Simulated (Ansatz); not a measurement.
Ga2O3:
```cif
data_Ga12O18
_chemical_formula_sum 'Ga12 O18'
_space_group_name_H-M_alt 'R-3c :H'
_space_group_IT_number 167
_space_group_name_Hall '-R 3 2"c'
_cell_length_a 5.00100
_cell_length_b 5.00100
_cell_length_c 13.44888
_cell_angle_alpha 90.000
_cell_angle_beta 90.000
_cell_angle_gamma 120.000
loop_
_atom_site_label
_atom_site_type_symbol
_atom_site_symmetry_multiplicity
_atom_site_Wyckoff_symbol
_atom_site_fract_x
_atom_site_fract_y
_atom_site_fract_z
_atom_site_occupancy
Ga1 Ga 12 c 0.00000 0.00000 0.14428 1
O1 O 18 e 0.30278 0.30278 0.75000 1
```
(The calculation used a cell of 10 atoms; values per cell refer to that cell.)

Relaxed with PBEsol. DFT-PBEsol in the program Ansatz with PAW potentials gives a gap of 2.70 eV.

What gap does HSE06 give on the same cell (Ansatz, PAW)?

4.53 eV, 1.84 eV more. The hybrid was solved on a coarser mesh and at special points; its gap is the smallest among all of these.

| k | v1 PBEsol | c1 PBEsol | v1 HSE06 | c1 HSE06 |
|---|---|---|---|---|
| Γ | -0.26 | 2.70 | -0.25 | 4.53 |
| T | -0.31 | 5.76 | (withheld) | (withheld) |
| L | -0.15 | 6.31 | (withheld) | (withheld) |
| F | -0.15 | 6.45 | -0.16 | 8.51 |
| S0 | -0.18 | 6.40 | (withheld) | (withheld) |
| H0 | -0.34 | 6.60 | (withheld) | (withheld) |

Top valence (v1) and lowest conduction level (c1) in eV from each method's valence maximum (which need not be a listed point): supply the withheld HSE06 values.


- S0, v1 HSE06: -0.18
- S0, c1 HSE06: 8.45
- L, v1 HSE06: -0.17
- L, c1 HSE06: 8.35
- T, v1 HSE06: -0.31
- T, c1 HSE06: 7.72
- H0, v1 HSE06: -0.35
- H0, c1 HSE06: 8.68

Cost on shared cores: the PBEsol run (SCF on a 7×7×7 mesh, then bands and DOS) around 60 core-seconds (rough), the HSE06 run (SCF on 4×4×4, then a few points) around 2.8 core-minutes (rough); the tasks are unlike.

The PBEsol relaxation kept the symmetry of its start. Scalar-relativistic: spin–orbit coupling is off unless named, which matters more the heavier the elements.

Potentials: the earlier of the program's two PAW sets.
